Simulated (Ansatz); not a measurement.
A relaxation computed with Ansatz, from input to last step.

```yaml
crystal:
  lattice:
    - [4.5857991539, 0.0, 0.0]
    - [0.0, 3.0347200283, 0.0]
    - [0.0, 0.0, 4.6821394723]
  atoms:
    - { symbol: Ge, position: [0.75, 0.0, 0.687] }
    - { symbol: Ge, position: [0.25, 0.0, 0.313] }
    - { symbol: Mo, position: [0.75, 0.5, 0.188] }
    - { symbol: Mo, position: [0.25, 0.5, 0.812] }
basis:
  ecutwfc: 420
kpoints:
  mp_grid: { grid: [4, 6, 4] }
hamiltonian:
  xc: pbe
scf:
  occupations: { method: gaussian, width: 0.1 }
  lower_state_search: "off"
output:
  forces: true
  stress: true
  eigenvalues: true
relax:
  adjacent_minimum: "off"
  f_tol: 0.04
  max_steps: 70
  cell: { stress_tol: 0.4 }
```

```bash
ansatz run input.yaml --threads 1 --pin off --max-ram 2560MiB --backend cpu --events-out ev --progress --plain --runs-dir out
```

All numbers below come from Ansatz, DFT PBE, scalar-relativistic, plane waves, PAW.

Of 10 frames 10 are shown, positions in Å and forces in eV/Å; the SCF threshold varies from step to step. Steps run on the plane waves of an earlier cell, with a Pulay correction in the pressure. The basis is chosen afresh for the last frame, the zero of the energies, and at times for earlier ones too; energy and pressure step there, also at an unchanged geometry. The mark taken_back stands on steps that the optimiser undid.

```xyz
4
Lattice="4.5858 0.0000 0.0000 0.0000 3.0347 0.0000 0.0000 0.0000 4.6821" Properties=species:S:1:pos:R:3:forces:R:3 pbc="T T T" step=1 free_energy_over_end_meV_per_atom=107.32 pressure_GPa=-8.50
Ge    3.4393    0.0000    3.2166    0.0000    0.0000    0.5823
Ge    1.1464    0.0000    1.4655    0.0000    0.0000   -0.5823
Mo    3.4393    1.5174    0.8802    0.0000    0.0000   -0.0410
Mo    1.1464    1.5174    3.8019    0.0000    0.0000    0.0410
4
Lattice="4.4406 0.0000 0.0000 0.0000 3.0310 0.0000 0.0000 0.0000 4.4540" Properties=species:S:1:pos:R:3:forces:R:3 pbc="T T T" step=2 free_energy_over_end_meV_per_atom=49.76 pressure_GPa=5.54
Ge    3.3304    0.0000    3.1397    0.0000    0.0000    0.0337
Ge    1.1101    0.0000    1.3143    0.0000    0.0000   -0.0337
Mo    3.3304    1.5155    0.8658    0.0000    0.0000    0.5104
Mo    1.1101    1.5155    3.5882    0.0000    0.0000   -0.5104
4
Lattice="4.4250 0.0000 0.0000 0.0000 3.1811 0.0000 0.0000 0.0000 4.3628" Properties=species:S:1:pos:R:3:forces:R:3 pbc="T T T" step=3 free_energy_over_end_meV_per_atom=18.00 pressure_GPa=-0.04
Ge    3.3187    0.0000    3.1559    0.0000    0.0000   -0.0672
Ge    1.1062    0.0000    1.2069    0.0000    0.0000    0.0672
Mo    3.3187    1.5906    0.9361    0.0000    0.0000    0.2705
Mo    1.1062    1.5906    3.4268    0.0000    0.0000   -0.2705
4
Lattice="4.4559 0.0000 0.0000 0.0000 3.1818 0.0000 0.0000 0.0000 4.3372" Properties=species:S:1:pos:R:3:forces:R:3 pbc="T T T" step=4 free_energy_over_end_meV_per_atom=11.14 pressure_GPa=-0.68
Ge    3.3419    0.0000    3.1677    0.0000    0.0000   -0.0831
Ge    1.1140    0.0000    1.1695    0.0000    0.0000    0.0831
Mo    3.3419    1.5909    0.9748    0.0000    0.0000    0.3373
Mo    1.1140    1.5909    3.3623    0.0000    0.0000   -0.3373
4
Lattice="4.5348 0.0000 0.0000 0.0000 3.1619 0.0000 0.0000 0.0000 4.2624" Properties=species:S:1:pos:R:3:forces:R:3 pbc="T T T" step=5 free_energy_over_end_meV_per_atom=13.86 pressure_GPa=0.93 taken_back
Ge    3.4011    0.0000    3.2287    0.0000    0.0000    0.3167
Ge    1.1337    0.0000    1.0337    0.0000    0.0000   -0.3167
Mo    3.4011    1.5809    1.1358    0.0000    0.0000   -0.3686
Mo    1.1337    1.5809    3.1266    0.0000    0.0000    0.3686
4
Lattice="4.4922 0.0000 0.0000 0.0000 3.1634 0.0000 0.0000 0.0000 4.3220" Properties=species:S:1:pos:R:3:forces:R:3 pbc="T T T" step=6 free_energy_over_end_meV_per_atom=4.44 pressure_GPa=-0.75
Ge    3.3691    0.0000    3.2173    0.0000    0.0000    0.0239
Ge    1.1230    0.0000    1.1047    0.0000    0.0000   -0.0239
Mo    3.3691    1.5817    1.0593    0.0000    0.0000    0.0321
Mo    1.1230    1.5817    3.2627    0.0000    0.0000   -0.0321
4
Lattice="4.4411 0.0000 0.0000 0.0000 3.1597 0.0000 0.0000 0.0000 4.3496" Properties=species:S:1:pos:R:3:forces:R:3 pbc="T T T" step=7 free_energy_over_end_meV_per_atom=1.20 pressure_GPa=0.02
Ge    3.3308    0.0000    3.2589    0.0000    0.0000    0.0034
Ge    1.1103    0.0000    1.0908    0.0000    0.0000   -0.0034
Mo    3.3308    1.5798    1.0846    0.0000    0.0000    0.0059
Mo    1.1103    1.5798    3.2651    0.0000    0.0000   -0.0059
4
Lattice="4.3349 0.0000 0.0000 0.0000 3.1804 0.0000 0.0000 0.0000 4.4069" Properties=species:S:1:pos:R:3:forces:R:3 pbc="T T T" step=8 free_energy_over_end_meV_per_atom=1.74 pressure_GPa=0.84 taken_back
Ge    3.2512    0.0000    3.3297    0.0000    0.0000   -0.1046
Ge    1.0837    0.0000    1.0772    0.0000    0.0000    0.1046
Mo    3.2512    1.5902    1.1145    0.0000    0.0000    0.0071
Mo    1.0837    1.5902    3.2924    0.0000    0.0000   -0.0071
4
Lattice="4.3880 0.0000 0.0000 0.0000 3.1678 0.0000 0.0000 0.0000 4.3873" Properties=species:S:1:pos:R:3:forces:R:3 pbc="T T T" step=9 free_energy_over_end_meV_per_atom=-0.26 pressure_GPa=-0.04
Ge    3.2910    0.0000    3.2896    0.0000    0.0000    0.0020
Ge    1.0970    0.0000    1.0977    0.0000    0.0000   -0.0020
Mo    3.2910    1.5839    1.0962    0.0000    0.0000    0.0011
Mo    1.0970    1.5839    3.2912    0.0000    0.0000   -0.0011
4
Lattice="4.3880 0.0000 0.0000 0.0000 3.1678 0.0000 0.0000 0.0000 4.3873" Properties=species:S:1:pos:R:3:forces:R:3 pbc="T T T" step=10 free_energy_over_end_meV_per_atom=0.00 pressure_GPa=-0.03
Ge    3.2910    0.0000    3.2896    0.0000    0.0000    0.0020
Ge    1.0970    0.0000    1.0977    0.0000    0.0000   -0.0020
Mo    3.2910    1.5839    1.0962    0.0000    0.0000    0.0011
Mo    1.0970    1.5839    3.2912    0.0000    0.0000   -0.0011
```

The start puts this composition into another compound's structure type, which needn't suit it. At the end the space group is P4/mmm (tolerance 0.05 Å).

Time: 48 s on 1 thread of Arm Neoverse V1, with other jobs on the host, peak memory 0.38 GiB.

The k mesh is coarse.